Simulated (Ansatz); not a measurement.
A scan (energy over volume and axial ratio; atoms clamped) gave these values. Level of theory: PBE (plane waves to 420 eV, PAW, scalar-relativistic; Ansatz, an electronic-structure program).

Modulus against c/a change at fixed volume, (3/4V)·∂²E/∂(ln c/a)² (fit, atoms clamped): 85 GPa, an upper bound as the atoms could relax

Q: Of these crystals, all scanned alike, which one is it?
A. Se (trigonal-Se type, space group P3_121)
B. Ti (hcp, Mg type)
C. Mg₃Sb₂ (A-La2O3 type, space group P-3m1)
D. BaTiO₃ (tetragonal-perovskite type, space group P4mm)

A: D, BaTiO₃ (tetragonal-perovskite type, space group P4mm). The others have, for the modulus against c/a change at fixed volume, (3/4V)·∂²E/∂(ln c/a)²: Mg3Sb2 33 GPa, Ti 58 GPa, Se 19 GPa

All were relaxed with their symmetry unable to fall. BaTiO3 is run without spin polarisation. Spin-orbit coupling is left out. Ti is run without spin polarisation. As the atoms are clamped, bonds stretch with the cell, which overstates energies and stresses.

(Under strain, the slope of the energy per volume gives the stress and its curvature an elastic modulus.)
